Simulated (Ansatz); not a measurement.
ZnSe (zinc blende)

```
CELL_PARAMETERS angstrom
      0.00000     2.81686     2.81686
      2.81686     0.00000     2.81686
      2.81686     2.81686     0.00000
ATOMIC_POSITIONS crystal
  Se 0.75000 0.75000 0.75000
  Zn 0.00000 0.00000 0.00000
```

The slice is a {110} plane (indices of the conventional cell) through the point (0.000, 0.000, 0.000) (fractional), spanned by u = [100] and v = [1 -1 -1] in vectors of this cell: u (3.98 Å) and v (5.63 Å, at 90° to u). It covers one period; positions are fractions (u, v).

Computed with PBEsol (plane waves to 420 eV, PAW, scalar-relativistic; Ansatz, a quantum-chemistry and plane-wave program). k mesh 10×10×10. Near the nuclei the fields are pseudised (PAW); where an atom keeps semicore shells as valence, they peak there. The PAW data are Ansatz's earlier set. ZnSe was relaxed with its symmetry unable to fall.

Task: What is the valence density on the shortest Se–Zn line in this plane (2.44 Å), at its minimum between the atoms?

Result: 0.44 e/Å³.

Task: What is the ELF at the density minimum of the shortest Se–Zn line in this plane (2.44 Å)?

Result: 0.4.

Task: Sketch the valence electron density on this plane as a map.

Result: 
```
|@@%%##++==--::::::::::::::::::--==++##%%|
|####**++==--::::..........::::--==++**##|
|++++====--::::..............::::--====++|
|======----::......      ......::----====|
|------::::......            ....::::----|
|::::::::::....              ....::::::::|
|::::::......                  ......::::|
|............                  ..........|
|..........                      ........|
|....                                  ..|
|                  ......                |
|            ..................          |
|          ......::::::::::......        |
|        ....::::::::::::::::::....      |
|      ....::::--------------::::....    |
|    ....::::----==========----::::....  |
|    ....::----==============----::....  |
|......::::--====++++++++++====--::::....|
|....::::----==++**######**++==----::::..|
|..::::::--====++##%%@@%%##++====--::::::|
|::::::----====**##@@@@@@##**====----::::|
|::::------====++##%%@@%%##++====------::|
|----------====++**######**++====--------|
|======--========++++++++++========--====|
|++++++==============================++++|
|####**++==----==============----==++**##|
|@@%%##++==----------------------==++##%%|
|@@@@##++==------::::::::::------==++##@@|
```
Scale: ten equal steps from -1.85 (start of ' ') to 1.81 (end of '@'), in the order ' .:-=+*#%@'. Values: log₁₀ of the valence density in e/Å³. The map has 20 points along u (two characters each, u = 0 at the left) and 28 along v (v = 0 in the bottom row). The scale is logarithmic, as a density can span decades between atoms and voids.
